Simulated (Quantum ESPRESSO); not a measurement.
One change at a time to Mg2Nb3ScSnTa

Calculated results; nothing here was measured. They come from Quantum ESPRESSO 7.5, a public plane-wave density functional program. Each row is one single-point run on a made-up periodic cell of eight metal atoms, with elements, volume, strain and displacements drawn at random and not relaxed, so a cell may be unstable or far from any real phase. There is no spin polarisation or spin-orbit coupling.

Settings: PBE unless stated; PseudoDojo standard norm-conserving files; Fermi-Dirac width 0.25 eV, which means electrons at about 2900 K; cutoff 1143 eV; 8 x 4 x 3 k mesh shifted half a step off Gamma. E is the free energy of the whole cell (internal energy minus TS), so a -TS column is already part of it. Stress is positive in tension, and the pressure P is minus a third of its trace.

Checks: one run of this series was repeated at a higher cutoff and on a denser mesh, which moved values by no more than 0.002 eV, 0.05 GPa and 0.017 eV/Å, and a second program with other atomic files agreed on it to 2 % rms in force and 0.5 GPa in pressure. Known limits: the tin pseudopotential is less sure than most, with forces differing by about three percent from a second method on plain tin; heavy elements are run without spin-orbit coupling, which real alloys of them have; a spin test at this wide smearing found no moment, but such smearing suppresses magnetism that the real alloy may have.

The lattice is face-centred cubic, and the cell vectors in Å are (0.054, -2.080, -2.125); (-6.285, -2.051, 0.134); (-1.999, 4.216, -6.376), a volume of 149.58 Å³ in run 1. The elements on sites 1 to 8 are Mg Mg Sn Sc Nb Nb Ta Nb. Each later run makes one change to run 1 and keeps the rest. E is counted from run 1, and is n/a where other atomic files have another zero of energy.

| run | change | V (Å³) | P (GPa) | -TS (eV) | rms force (eV/Å) | largest change of a force component (eV/Å) | E (eV) |
|---|---|---|---|---|---|---|---|
| 1 | none | 149.58 | 9.91 | -1.426 | 0.786 | 0.000 | 0.000 |
| 2 | sites 2 and 5 exchanged | 149.58 | 9.20 | -1.512 | 0.720 | 0.876 | 0.180 |
| 3 | all lengths scaled by +0.80 % | 153.20 | 6.70 | -1.462 | 0.739 | 0.152 | ? |
| 4 | LDA in place of PBE | 149.58 | 2.07 | -1.445 | 0.708 | 0.419 | n/a |
| 5 | Al on site 6 | 149.58 | 8.49 | -1.398 | 0.851 | 0.510 | n/a |
| 6 | site 6 moved by +0.07 Å along x | 149.58 | 9.89 | -1.428 | 0.828 | 0.655 | 0.046 |

## Worked estimate

Along a uniform scaling dE = -P dV. The mean of the two pressures is 8.305 GPa and the volume changes by 3.62 Å³, with 160.2 GPa to one eV/Å³. The same two rows give -V dP/dV = 134 GPa for this cell with clamped atoms, which is not the bulk modulus of a real alloy.

## Withheld value

Question: what E should run 3 give?

The estimate is -0.188 eV. The calculation gave -0.187 eV.
